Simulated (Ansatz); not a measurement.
## SiO2: excitons and shallow donors from band masses and screening

Computed with DFT r2SCAN, scalar-relativistic, plane waves, PAW in Ansatz.

Settings: cutoff 500 eV, Γ-centred mesh 4×4×4 on the computed 24-atom cell, Gaussian smearing of 0.02 eV; no spin polarisation.

Relaxed cell: Im-3m, a = 9.885 Å, b = 9.885 Å, c = 9.885 Å, α = 90.00°, β = 90.00°, γ = 90.00°, 24 atoms in the primitive cell. This form isn't the usual stable structure of the compound.

The calculation gives a Kohn–Sham gap of 6.27 eV, an electron mass of 0.684 mₑ and a hole mass of 48.2 mₑ (harmonic means over x, y, z and over the bands degenerate at each edge), and ε∞ = 1.88 (independent particles, mean of the diagonal).

Question: Estimate the binding energy and radius of a Wannier–Mott exciton and of a shallow donor, and say whether the hydrogenic model can hold.

Answer: The reduced mass is μ = mₙmₕ/(mₙ + mₕ) = 0.674 mₑ, with mₙ and mₕ the band masses. With E_b = 13.606 eV × μ/ε² and a = 0.529 Å × ε/μ (μ in mₑ) the exciton has E_b = 2589 meV and a = 1.5 Å. For a donor μ is the electron mass: 2626 meV and 1.5 Å. The radius isn't large against the shortest lattice vector (8.56 Å), so the continuum picture is doubtful and the numbers are only a scale. In a polar crystal the ions screen too, so a state bound more weakly than an optical phonon feels the larger static constant, which lowers the energy and widens the orbit. The other way, the small Kohn–Sham gap and the missing local fields make ε∞ too large and the masses tend to be too light, which underbinds.

Cost: 4 runs of about 60 core-minutes in all, on Intel Xeon Processor @ 2.50GHz (Skylake/Cascade Lake) (shared hosts).